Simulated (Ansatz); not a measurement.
**Zone-centre phonons of TiSi at 0.3 GPa: input and output**

Computed with DFT LDA, scalar-relativistic, plane waves, PAW (Ansatz).

Launched with:
```bash
ansatz run input.yaml --threads 4 --pin off --max-ram 12288MiB --backend cpu --events-out ev --progress --plain --runs-dir out
```

Input (bare energies are in eV):
```yaml
crystal:
  lattice:
    - [0.0, 2.4942, 2.4942]
    - [2.4942, 0.0, 2.4942]
    - [2.4942, 2.4942, 0.0]
  atoms:
    - { symbol: Ti, position: [0.0, 0.0, 0.0] }
    - { symbol: Si, position: [0.5, 0.5, 0.5] }
basis:
  ecutwfc: 420
kpoints:
  mp_grid: { grid: [10, 10, 10] }
hamiltonian:
  xc: lda
scf:
  occupations: { method: fermi_dirac, width: 0.15 }
output:
  eigenvalues: true
phonons:
  method: dfpt
  eigenvectors: true
```

Results section of the output:
```
--- Phonons (Γ-DFPT): 2 representative perturbations + reference, on 102 of 1000 k-points (Σ response iterations 6) ---
  k mesh reduced under 8 symmetry operations, with k and −k counted as one. Each operation leaves every solved perturbation unchanged. A smaller set is not used because it would not reduce the number of displacements ...
  ASR residual: 1.282e-3 → 0.000e0 eV/Å²; symmetrization residual: 3.229e-6 eV/Å²
  ASR residual per site (eV/Å²): 1.28e-3 7.95e-6
  Γ frequencies (cm⁻¹): 0.00 0.00 0.00 419.22 419.22 419.22
  non-analytic LO–TO correction: not included (Born effective charges unavailable; polar crystals: no LO–TO splitting at Γ)
```

It took 10 s on 4 threads of Intel(R) Xeon(R) Processor @ 2.50GHz (Skylake/Cascade Lake) (shared host), peak memory 0.47 GiB.

The cell is the ideal cubic rocksalt prototype; whether it is the stable structure of this composition wasn't checked. In a metal, frequencies and elastic constants depend on the k mesh and the smearing, soft modes and shear constants most.